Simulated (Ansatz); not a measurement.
## 4 guesses for TeF and where they end

Level of theory: DFT PBE, scalar-relativistic, plane waves, PAW (Ansatz 0.2.0). Settings: cutoff 420 eV, Γ-centred meshes spaced at most about 0.3 Å⁻¹, and about 0.25 Å⁻¹ or finer for metals (2π included), Gaussian smearing. No spin polarisation in the final relaxations.

Each guess was relaxed in cell and atoms at zero pressure, within the symmetry of its start. Temperature and zero-point effects are left out. Coordination counts F atoms around Te (those within 1.25 times the shortest such distance or 1.15 times the sum of covalent radii; a plus sign parts nearer from farther groups; the shortest distance is added where it is long for a bond).

```tsv
guess	made from	start group	V start (Å³/atom)	end group	V end (Å³/atom)	coordination at the end	gap on mesh (eV)	E over the lowest end (meV/atom)
1	ZnAu type	Pm-3m	20.7	?	?	?	?	?
2	LiZn type	Fd-3m	24.8	Fd-3m	18.7	Te 4+6 from 2.9 Å	0	0
3	TlF type	Fmmm	22.8	I4/mmm	27.1	Te 2	0	263
4	random cell	Fm-3m	27.2	Fm-3m (rock salt)	20.7	Te 6 from 2.7 Å	0	750
```

Guess 1 as it starts:

```cif
data_structure
_symmetry_space_group_name_H-M 'Pm-3m'
_symmetry_Int_Tables_number 221
_cell_length_a 3.4576
_cell_length_b 3.4576
_cell_length_c 3.4576
_cell_angle_alpha 90.000
_cell_angle_beta 90.000
_cell_angle_gamma 90.000
_cell_volume 41.34
loop_
_atom_site_label
_atom_site_type_symbol
_atom_site_symmetry_multiplicity
_atom_site_Wyckoff_symbol
_atom_site_fract_x
_atom_site_fract_y
_atom_site_fract_z
_atom_site_occupancy
Te1 Te 1 b 0.50000 0.50000 0.50000 1
F1 F 1 a 0.00000 0.00000 0.00000 1
```

Problem. Fill in the missing row: what does this guess relax into, and where does it rank?

Solution. It ends in the caesium chloride type, space group Pm-3m (No. 221), with a = 3.264 Å, 17.4 Å³/atom and no gap. It lies 207 meV/atom over the lowest end, above guess 2 and below guess 3. Counting F atoms around Te, this end has Te 8 from 2.8 Å and the lowest (guess 2) has Te 4+6 from 2.9 Å. The lowest (guess 2) holds Te–Te bonds in all directions (shortest 2.89 Å); in this end the shortest Te–Te distance is 3.26 Å, near bonding range too.

```
Te F
1.0
     3.26437    0.00000    0.00000
     0.00000    3.26437    0.00000
     0.00000    0.00000    3.26437
Te F
1 1
Direct
  0.50000 0.50000 0.50000
  0.00000 0.00000 0.00000
```

Energies over the elements count from the elements' standard structures at the same level (F₂ as a molecule), with no fitted energy shifts.

Problem. Is the lowest end bound against the elements?

Solution. Yes: its formation energy is −0.83 eV/atom. Whether it is stable depends on the other phases of the system, which aren't compared here.

No dispersion correction is applied, so the spacing and binding between layers, chains or molecules are poorly described (I4/mmm), and this can change margins and order among such cells. These runs have no spin–orbit coupling, which can matter for Te. In Pm-3m, I4/mmm, Fm-3m an odd number of electrons in the primitive cell allows no gap without spin; a larger cell or a magnetic state could open one. A magnetic state wasn't ruled out in cells without spin, among them Pm-3m, I4/mmm, Fm-3m. The reference form of Te is held partly by dispersion forces, which this level lacks. Cells relaxed within their symmetry can be saddle points. A lower structure may well exist outside this small set. Some candidate types were left out of the draw beforehand, so a known form may be missing.
